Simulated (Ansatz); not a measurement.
Consider the following.

C:
```xyz
8
Lattice="4.5816 1.2579 0.0000 -4.5816 1.2579 0.0000 -0.5053 0.0000 4.1029" Properties=species:S:1:pos:R:3 pbc="T T T"
C     -0.5858     1.2579     0.4937
C     -2.7809     1.2579     2.4019
C     -2.4390     1.2579     3.8592
C     -4.3791     1.2579     2.6821
C      0.0805     1.2579     3.6092
C      2.2756     1.2579     1.7010
C      1.9337     1.2579     0.2437
C      3.8738     1.2579     1.4208
```

This is the r²SCAN-relaxed structure. Tensor components refer to the Cartesian frame of this cell.

### Question
All from plane-wave PAW r²SCAN (Ansatz code), unless another level is named. Give the Poisson's ratio.

### Answer
0.09.

### Question
Next, the elastic constants (relaxed ions, GPa)?

### Answer
C11 = 938, C22 = 1140, C33 = 1110, C12 = 56.1, C13 = 167, C23 = 73.0, C44 = 546, C55 = 481, C66 = 417, C15 = 45.5, C25 = -31.1, C35 = 26.4, C46 = -22.0.

Space group C2/m. The start of the workflow was typed in or built on a structure type; the Crystallography Open Database copy checked does not list it. It is not the phase usual at ambient conditions (space group No. 194, 227). Symmetry was held in the r²SCAN relaxation; its stability against distortions is not shown here.

Potentials: the later of the program's two PAW sets.
